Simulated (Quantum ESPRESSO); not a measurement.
```
CELL_PARAMETERS angstrom
      4.11982     0.00000     0.00000
      0.00000     4.11982     0.00000
      0.00000     0.00000     4.11982
ATOMIC_POSITIONS crystal
  O  0.00000 0.50000 0.00000
  O  0.50000 0.00000 0.00000
  O  0.00000 0.00000 0.50000
  Sn 0.00000 0.00000 0.00000
  Ba 0.50000 0.50000 0.50000
```

Cell and atoms were relaxed with PBEsol from Materials Project entry mp-3163, within its symmetry.

**Question.** What does PBE (Quantum ESPRESSO, PseudoDojo norm-conserving, 84 Ry, without SOC) give for the electronic structure near the Fermi level?

**Answer.** The PBE gap is indirect, 0.96 eV, from R to Γ; the smallest direct gap is 1.45 eV. Spin-orbit splittings are left out. The cell is held in this high symmetry; tilts and polar distortions were not searched.
